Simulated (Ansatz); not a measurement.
# Structure map: energy, volume and gap of polymorphs

Relaxing one composition in several structure types shows which are competitive, which pressure would favour, and how volume and gap change with structure.

The yardstick is HfSi, rock salt. The reference is the lowest phase computed, which need not be the stable form in nature.

### Data

Methods, by column (Ansatz, a plane-wave PAW program): energy: PBE, total energy at 0 K with the change to a 700 eV cutoff added (comparable within one formula alone); volume per atom: PBE, relaxed cell; gap: PBE; bulk modulus: PBE, equation-of-state fit.

The figures follow from the printed values by these rules: ΔE = E − E_ref; ΔV = V − V_ref; temperature scale ΔE/k_B = 11.605 K/meV × ΔE.

| crystal | E (eV/atom) | V (Å³/atom) | gap (eV) | B₀ (GPa) | ΔE (meV/atom) | ΔV (Å³/atom) | ΔE/k_B (K) |
|---|---|---|---|---|---|---|---|
| HfSi, NiAs type | −8179.027 | 20.12 | 0.00 | 108 | 120 | 0.92 | 1400 |
| HfSi, CsCl type | −8178.830 | 17.81 | 0.00 | 124 | 317.0 | −1.39 | 3700 |
| HfSi, NbAs type, I4₁md | −8178.838 | 19.78 | 0.00 | 110 | 309.0 | 0.58 | 3600 |
| HfSi, CoSn type, P6/mmm | −8178.653 | 21.95 | 0.00 | 100 | 494.0 | 2.75 | 5700 |
| HfSi, rock salt, reference | −8179.147 | 19.20 | 0.00 | 117 | 0.0 | 0.00 | 0 |

Started from generated or typed cells, with no claim that the phase is known: HfSi, NiAs type; HfSi, CsCl type; HfSi, NbAs type, I4₁md; HfSi, CoSn type, P6/mmm; HfSi, rock salt. No gap (0.00) means none at this level, which can close a small real gap. Spin–orbit coupling is left out unless named.

### Worked example

Worked for HfSi, CsCl type:

1. ΔE = 1000 × (−8178.830 − (−8179.147)) = 317.0 meV/atom
2. ΔV = 17.81 − 19.20 = −1.39 Å³/atom
3. ΔE/k_B: 11.605 × 317.0 = 3700 K

### Result

Ranking by ΔE, lowest first: HfSi, rock salt (0.0 ± 5.0), HfSi, NiAs type (120 ± 5.0), HfSi, NbAs type, I4₁md (309.0 ± 5.0), HfSi, CsCl type (317.0 ± 5.0), HfSi, CoSn type, P6/mmm (494.0 ± 5.0). The ± follows from allowances picked for this note (energy 0.004 eV/atom, 3 meV/atom on the figure itself), carried to first order and added in quadrature, each row's own inputs moving alone; ≈ joins neighbours closer than their two ± added in quadrature.

The trade-off between low ΔE and low volume per atom leaves these rows undominated: HfSi, rock salt (0.0, 19.20); HfSi, CsCl type (317.0, 17.81). The reference is on the front.

Denser than the reference, so favoured by pressure; with fixed volumes the enthalpies cross at P ≈ 0.1602 ΔE/|ΔV|: HfSi, CsCl type 0.1602 × 317.0/1.39 = 37 GPa. Each is against the reference alone, so another phase may come first, and differences in compressibility move them.

### Caveats

Vibrational free energy is left out, and phases that were not computed could lie lower. Rows are a sample of the computed phases of this formula. Limits of the draw: a spread of over 30 meV/atom, none over 0.9 eV/atom above the reference, within 8 meV/atom of the lowest or within 3 meV/atom of a neighbour. As a rule kept out of such tables: 4f compounds, open-shell compounds run without a Hubbard term, cells found unstable in the tests at hand, cells close to a higher symmetry, and runs set to a pressure or over 12 % in volume from the crystal's fullest run.
